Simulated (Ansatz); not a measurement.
**What DFT gives for Sc**

```
Sc
1.0
    -2.88480    0.00000    0.00000
     1.44240    0.00000    4.64041
     1.44240    2.63401    0.00000
Sc
2
Direct
  0.00000 0.00000 0.00000
  0.25000 0.50000 0.50000
```

The numbers come from plane-wave PAW DFT (Ansatz): r2SCAN, no spin polarisation, 500 eV, 11×11×11 Γ-centred k points, fermi-dirac occupations (width 0.1 eV). Nothing was relaxed.

Q: What do density and ELF say about some of the short contacts?

A: Sc–Sc at 2.76 Å: least valence density 0.15 e/Å³ and ELF 0.06 there. These are pseudo-fields; inside the PAW spheres they differ from the all-electron ones.

Q: Are the atoms at rest?

A: The forces vanish by the symmetry of the sites.

Q: Is there a gap?

A: It is a metal, with about 2.7 states/eV a cell as the mean within 0.25 eV of the Fermi level, mostly Sc d (91 %).

Q: Is the cell too large or too small?

A: The pressure is 29.5 GPa (compression positive), so with the atoms held at these fractions the cell would first expand. The principal stresses 25.3, 29.8, 33.4 GPa differ, so its shape would change too.

Origin: a known structure type with other elements, at an estimated volume, so it need not be a known compound. Caveats: many states at the Fermi level without spin polarisation, so a magnetic state may lie lower; atoms or cell far from equilibrium.

It took 32 s on 1 thread of Intel(R) Xeon(R) Platinum 8488C (Sapphire Rapids) (shared host), peak memory 0.56 GiB, starting from a saved density. The time holds forces, stress, Bader, DOS, bands, ELF.
